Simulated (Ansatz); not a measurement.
PbO:
```yaml
crystal:
  lattice:
    - [4.03416, 0.00000, 0.00000]
    - [0.00000, 4.03416, 0.00000]
    - [0.00000, 0.00000, 4.99633]
  atoms:
    - { symbol: Pb, position: [0.50000, 0.00000, 0.23763] }
    - { symbol: Pb, position: [0.00000, 0.50000, 0.76237] }
    - { symbol: O, position: [0.50000, 0.50000, 0.00000] }
    - { symbol: O, position: [0.00000, 0.00000, 0.00000] }
```

Relaxed with PBE+D3(BJ). Special points in fractions of this cell's reciprocal vectors: Γ (0.000, 0.000, 0.000); X (0.000, 0.500, 0.000); M (0.500, 0.500, 0.000); Z (0.000, 0.000, 0.500); R (0.000, 0.500, 0.500); A (0.500, 0.500, 0.500).

Q: List the band energies nearest the valence-band maximum at these points for the program Ansatz at the PBE+D3(BJ) level (PAW).

A: In eV from the valence-band maximum; about four levels below and three above (degenerate sets whole), none deeper than 8.9 eV; points with the same levels are listed once.

```json
[
 {"k": "Γ", "below": "-1.55 -1.53 -1.53 -0.02", "above": "2.38 5.56 5.56 5.57"},
 {"k": "X", "below": "-2.83 -2.83 -1.50 -1.50", "above": "3.42 3.42 6.54 6.54"},
 {"k": "M", "below": "-1.55 -1.55 -0.92 -0.92", "above": "1.27 1.27 5.35 5.35"},
 {"k": "Z", "below": "-1.59 -1.56 -1.56 -0.76", "above": "1.96 3.99 3.99"},
 {"k": "R", "below": "-2.79 -2.79 -0.87 -0.87", "above": "3.12 3.12 6.22 6.22"},
 {"k": "A", "below": "-2.15 -2.15 -0.92 -0.92", "above": "3.52 3.52 4.79 4.79"}
]
```

Space group P4/nmm. The PBE+D3(BJ) relaxation kept the symmetry of its start. Spin–orbit coupling is left out wherever it is not named.

Potentials: the later of the program's two PAW sets.
